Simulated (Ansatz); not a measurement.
Molecular dynamics on a 2×2×2 supercell (16 atoms) of NaCl (rocksalt), relaxed with r2SCAN. Forces come from PBE in Ansatz: constant energy and volume (NVE), velocities drawn at 450 K, steps of 1 fs. Computed, non-magnetic; the trajectory is short and the cell small, so nothing here is a converged average.

```yaml
crystal:
  lattice:
    - [0.0, 5.6053976607, 5.6053976607]
    - [5.6053976607, 0.0, 5.6053976607]
    - [5.6053976607, 5.6053976607, 0.0]
  atoms:
    - { symbol: Na, position: [0.0, 0.0, 0.0] }
    - { symbol: Cl, position: [0.25, 0.25, 0.25] }
    - { symbol: Na, position: [0.0, 0.0, 0.5] }
    - { symbol: Cl, position: [0.25, 0.25, 0.75] }
    - { symbol: Na, position: [0.0, 0.5, 0.0] }
    - { symbol: Cl, position: [0.25, 0.75, 0.25] }
    - { symbol: Na, position: [0.0, 0.5, 0.5] }
    - { symbol: Cl, position: [0.25, 0.75, 0.75] }
    - { symbol: Na, position: [0.5, 0.0, 0.0] }
    - { symbol: Cl, position: [0.75, 0.25, 0.25] }
    - { symbol: Na, position: [0.5, 0.0, 0.5] }
    - { symbol: Cl, position: [0.75, 0.25, 0.75] }
    - { symbol: Na, position: [0.5, 0.5, 0.0] }
    - { symbol: Cl, position: [0.75, 0.75, 0.25] }
    - { symbol: Na, position: [0.5, 0.5, 0.5] }
    - { symbol: Cl, position: [0.75, 0.75, 0.75] }
kpoints:
  mp_grid: { grid: [2, 2, 2] }
hamiltonian:
  xc: pbe
scf:
  occupations: { method: fermi_dirac, width: 0.039 }
md:
  ensemble: nve
  temperature: 450
  timestep: 1.0
  n_steps: 30
  initial_velocities: maxwell_boltzmann
  seed: 1449
```

Command: `ansatz run input.yaml --threads 4 --pin off --max-ram 3686MiB --backend cpu --events-out ev --progress --plain --runs-dir out`.

```tsv
step	t (fs)	T (K)	free energy F from step 0 (meV/atom)	kinetic energy (meV/atom)	largest force (eV/Å)
0	0	450	0.0	54.5	0.00
1	1	450	0.0	54.5	0.02
2	2	449	0.2	54.4	0.04
3	3	447	0.4	54.1	0.07
4	4	444	0.7	53.8	0.09
5	5	441	1.1	53.4	0.11
6	6	437	1.6	53.0	0.13
7	7	432	2.1	52.4	0.16
8	8	427	2.8	51.8	0.18
9	9	421	3.5	51.1	0.20
10	10	415	4.3	50.3	0.22
11	11	408	5.1	49.4	0.24
12	12	400	6.0	48.5	0.27
13	13	392	7.0	47.5	0.29
14	14	383	8.1	46.5	0.31
15	15	374	9.2	45.4	0.33
16	16	365	10.3	44.2	0.35
17	17	355	11.5	43.0	0.38
18	18	345	12.8	41.8	0.40
19	19	334	14.0	40.5	0.42
20	20	323	15.3	39.2	0.44
21	21	312	16.7	37.9	0.46
22	22	301	18.0	36.5	0.48
23	23	290	19.4	35.1	0.50
24	24	279	20.8	33.8	0.51
25	25	267	22.2	32.4	0.53
26	26	256	23.6	31.0	0.55
27	27	244	24.9	29.6	0.57
28	28	233	26.3	28.2	0.58
29	29	222	27.7	26.9	0.60
30	30	210	29.0	25.5	0.61
```

The temperature goes from 450 K to 210 K in 30 fs. The atoms start on their lattice sites with kinetic energy alone, so much of it first passes into potential energy. The conserved energy stays within 0.01 meV an atom. By the last step the atoms have moved 0.17 Å in the root mean square, the drift of the whole cell taken out, 0.24 Å at most.

Positions (Å) and forces (eV/Å) at step 30:
```
Na   0.066   0.080  -0.087     0.123  -0.047   0.177
Cl   2.851   2.978   2.725    -0.185  -0.451   0.204
Na   2.944   2.867   0.000    -0.324  -0.300   0.072
Cl   5.683   5.581   2.671    -0.158  -0.040   0.241
Na   2.715   0.051   3.003     0.177   0.087  -0.424
Cl   5.564   2.798   5.637     0.089  -0.097  -0.027
Na   5.587   2.653   2.810    -0.072   0.317   0.106
Cl   8.476   5.556   5.649    -0.188   0.359  -0.228
Na  -0.090   2.633   2.893     0.146   0.241  -0.235
Cl   2.951   5.479   5.527    -0.266   0.501   0.040
Na   2.677   5.671   2.607     0.230  -0.023   0.565
Cl   5.605   8.460   5.615    -0.036  -0.242  -0.007
Na   2.584   2.880   5.691     0.539  -0.107  -0.136
Cl   5.542   5.553   8.439     0.009  -0.002  -0.114
Na   5.635   5.497   5.660    -0.053   0.041  -0.144
Cl   8.368   8.495   8.479    -0.030  -0.239  -0.089
```
